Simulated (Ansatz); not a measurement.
Relaxation of a generated cell, TiC built in the rocksalt structure type; 2 atoms in the cell, which starts as Fm-3m (No. 225), cF8; a = 4.372 Å, b = 4.372 Å, c = 4.372 Å, α = 90.00°, β = 90.00°, γ = 90.00°. Calculation: PBEsol (plane waves to 420 eV, PAW, scalar-relativistic; Ansatz, a program for electronic structure). Γ-centred k-mesh 9×9×9 on the run's cell (coarser than for final values), Fermi–Dirac smearing 0.05 eV. This is the first round of the run. 

The optimiser's lines from the output (shortened; P is positive under compression):

```
relax step   1: F+E_penalty+E_count = -2722.37121735 eV  Δ(F+E_penalty+E_count) = +0.000e0 eV  max|allowed force component| = 1.755e-29 eV/Å  Δτ_max = 0.0000 Å  P = -13.077 GPa  Ω = 20.897 Å³  (6 SCF iters, dr2 threshold 1.00e-7 eV, accepted)
relax step   2: F+E_penalty+E_count = -2722.41982590 eV  Δ(F+E_penalty+E_count) = -4.861e-2 eV  max|allowed force component| = 1.397e-29 eV/Å  Δτ_max = 0.0000 Å  P = -0.886 GPa  Ω = 19.859 Å³  (6 SCF iters, dr2 threshold 2.00e-7 eV, accepted)
relax step   3: F+E_penalty+E_count = -2722.42012879 eV  Δ(F+E_penalty+E_count) = -3.029e-4 eV  max|allowed force component| = 9.493e-29 eV/Å  Δτ_max = 0.0000 Å  P = +0.074 GPa  Ω = 19.788 Å³  (6 SCF iters, dr2 threshold 2.00e-7 eV, accepted)
relax step   4: F+E_penalty+E_count = -2722.42012072 eV  Δ(F+E_penalty+E_count) = +8.071e-6 eV  max|allowed force component| = 2.360e-29 eV/Å  Δτ_max = 0.0000 Å  P = -0.000 GPa  Ω = 19.794 Å³  (6 SCF iters, dr2 threshold 1.36e-8 eV, accepted)
relax step   5: F+E_penalty+E_count = -2722.41866788 eV  Δ(F+E_penalty+E_count) = +1.453e-3 eV  max|allowed force component| = 1.285e-29 eV/Å  Δτ_max = 0.0000 Å  P = -0.102 GPa  Ω = 19.794 Å³  stress off target by 1.02e-1 GPa  SCF on the basis re-selected at this cell (its energy is not comparable with the rows above)  (6 SCF iters)
relax step   6: F+E_penalty+E_count = -2722.41868303 eV  Δ(F+E_penalty+E_count) = -1.515e-5 eV  max|allowed force component| = 9.121e-30 eV/Å  Δτ_max = 0.0000 Å  P = -0.000 GPa  Ω = 19.786 Å³  (6 SCF iters, dr2 threshold 2.63e-8 eV, accepted)
relax step   7: F+E_penalty+E_count = -2722.41868303 eV  Δ(F+E_penalty+E_count) = +1.364e-12 eV  max|allowed force component| = 5.325e-30 eV/Å  Δτ_max = 0.0000 Å  P = -0.001 GPa  Ω = 19.786 Å³  stress off target by 6.99e-4 GPa  SCF on the basis re-selected at this cell (its energy is not comparable with the rows above)  (6 SCF iters)
```

From the first to the last row the energy changes by -0.02 eV/atom and the volume by -5.3 %. The last row is marked as not comparable with the walk above it, whose basis was carried along; it does compare with step 1, since both stand on a basis selected at the nominal cutoff for their own cell.

Later rounds, restarted from the end of this one on a renewed k-mesh, logged 3 more steps and released under 0.01 eV/atom more. The final structure after all rounds: Fm-3m (No. 225), cF8, rock salt type; a = b = c = 4.2933 Å, α = β = γ = 90.00°. Between re-selections the logged energies stand on a plane-wave basis carried along with the cell. No spin polarisation in the result.

The run could not lose the symmetry of its start; a randomly shaken copy of 2 atoms returns to this structure.

All atoms sit on sites fixed by symmetry, so only the cell could relax.
